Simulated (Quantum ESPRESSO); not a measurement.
## Kohn-Sham bands of SrTl (CsCl type)

```yaml
crystal:
  lattice:
    - [4.06285, 0.00000, 0.00000]
    - [0.00000, 4.06285, 0.00000]
    - [0.00000, 0.00000, 4.06285]
  atoms:
    - { symbol: Sr, position: [0.00000, 0.00000, 0.00000] }
    - { symbol: Tl, position: [0.50000, 0.50000, 0.50000] }
```

Materials Project entry mp-2434; symmetrised, unrelaxed at this level. COD (Crystallography Open Database) has an entry of this formula and space group (matched by these alone). Method: PBEsol plane waves in Quantum ESPRESSO 7.5 (PseudoDojo norm-conserving files, 55 Ry, no spin polarisation, no spin-orbit coupling), Bloch states on a 8×8×8 mesh through Γ, Wannier90 4.0.1. Density: 10×10×10 mesh, cold smearing 0.01 Ry. Spin-orbit coupling is left out although heavy elements are present.

Energies are relative to the Fermi level; weights are on the orthonormalised atomic waves of the pseudopotential files, averaged over the group. 23 electrons a cell are treated as valence.

```csv
bands,from (eV),to (eV),filling,weight on atomic waves
1,-35.68,-35.65,filled,[?]
2–4,-17.86,-17.61,filled,[?]
5–9,-11.38,-11.14,filled,[?]
10,-7.76,-4.66,filled,[?]
```

Which atomic shells make up each group?


- 1, weight on atomic waves: Sr 4s 96 %
- 2–4, weight on atomic waves: Sr 4p 98 %
- 5–9, weight on atomic waves: Tl 5d 100 %
- 10, weight on atomic waves: Tl 6s 79 %, Sr 5s 11 %, Tl 6p 8 %

No gap over 0.05 eV opens at the Fermi level at this level of theory.
